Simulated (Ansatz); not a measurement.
Polymorphs of FeSi$_{2}$, each relaxed with DFT-PBEsol in the program Ansatz with PAW potentials:

A: Cmce, a = 9.7824 Å, b = 7.7082 Å, c = 7.7455 Å, α = 90.00°, β = 90.00°, γ = 90.00°

B: P4/mmm
a = b = 2.677 Å, c = 5.106 Å, α = β = γ = 90.00°

| atom | site | symmetry | x | y | z |
|---|---|---|---|---|---|
| Fe | 1a | 4/mmm | 0.0000 | 0.0000 | 0.0000 |
| Si | 2h | 4mm | 0.5000 | 0.5000 | 0.2718 |

Put the candidates in order of energy per atom at 0 K, lowest first, for PBEsol.

A (+0 meV/atom), B (+55 meV/atom)

Give each one's gap.

A 0.74 eV; B no gap.

Standing as an ambient phase not checked: A; B. All cells were relaxed under the symmetry of their starts (and spin orders); stability against distortions was not tested throughout. Rows with no word on spin ran without spin polarisation.

Energies hold the estimated change up to a 700 eV cutoff; steps of a few meV lie near the error of the meshes.

Potentials: the later of the program's two PAW sets.
